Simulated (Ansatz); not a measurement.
The computed numbers are results of PBEsol, scalar-relativistic (no spin polarisation) in the plane-wave PAW code Ansatz at 420 eV, Γ-centred 6×6×6 mesh, 0.05 eV Gaussian smearing. The datasets are Ansatz's generated set soft_2.

A crystal of composition BaX3, relaxed at this level of theory, gives this pattern between 10° and 80°.

Cu Kα1 powder pattern (kinematic, no thermal factors).
```json
{"2θ (°)": "17.61", "relative intensity": "2"}
{"2θ (°)": "25.01", "relative intensity": "2"}
{"2θ (°)": "30.75", "relative intensity": "100"}
{"2θ (°)": "35.66", "relative intensity": "51"}
{"2θ (°)": "40.04", "relative intensity": "1"}
{"2θ (°)": "44.05", "relative intensity": "1"}
{"2θ (°)": "51.32", "relative intensity": "37"}
{"2θ (°)": "61.03", "relative intensity": "44"}
{"2θ (°)": "64.06", "relative intensity": "13"}
{"2θ (°)": "75.52", "relative intensity": "6"}
```

Which lattice and cell does the pattern come from?

Cubic, space group Pm-3m (No. 221), a = 5.032 Å, b = 5.032 Å, c = 5.032 Å, α = 90.00°, β = 90.00°, γ = 90.00°. The line positions fix the lattice at most, not the space group, and lines under 1 % of the strongest aren't listed; this is the group of the computed cell.

The calculation on BaX3, where X is one element, gave:

```json
{"Band gap": "zero (metallic)", "Density of states at the Fermi level": "about 0.1 states/(eV·atom)", "Formation energy from the elements (0 K, uncorrected)": "-0.40 eV/atom", "Bulk modulus (Birch–Murnaghan)": "41 GPa", "Pressure derivative B0′": "3.6"}
```

Sites: Ba on 1a, X on 3c.

Which element is X?
A. Tl
B. Hg
C. Pb
D. Bi

C. X is Pb, so the compound is BaPb3.

This is a trial structure made by placing the elements on a prototype's sites, so it needn't be the stable form.

Spin–orbit coupling, which matters for such heavy elements, is left out.
